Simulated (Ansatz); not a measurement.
According to the program Ansatz at the PBEsol level (PAW), InSb in the NiAs type structure (P6_3/mmc) relaxes to a = 4.173 Å, c = 7.348 Å. In has 6 nearest neighbours from 3.03 Å (octahedral); Sb has 6 nearest neighbours from 3.03 Å (trigonal prismatic). Against the elements it lies at 0.032 eV/atom, with no fitted shifts.

Electronic character: metallic (no gap). Gap from PBEsol with spin–orbit coupling: none (metallic).

An equation-of-state fit gives a bulk modulus of 54.2 GPa. The highest mode at Γ lies at 114 cm⁻¹.

The start of the workflow was typed in or built on a structure type; neither database checked (COD, Materials Project) lists it. It is not the phase usual at ambient conditions (space group No. 216). Symmetry was held in the PBEsol relaxation; of distortions, only those at the zone centre were tested. As this level gives no gap, phonon frequencies hold no LO–TO term and depend on the k-mesh and smearing (Fermi–Dirac, 0.1 eV here). The references are the lowest solids computed at this level, not always the standard phases. Scalar-relativistic: spin–orbit coupling is off unless named, which matters more the heavier the elements.

Potentials: the later of the program's two PAW sets.
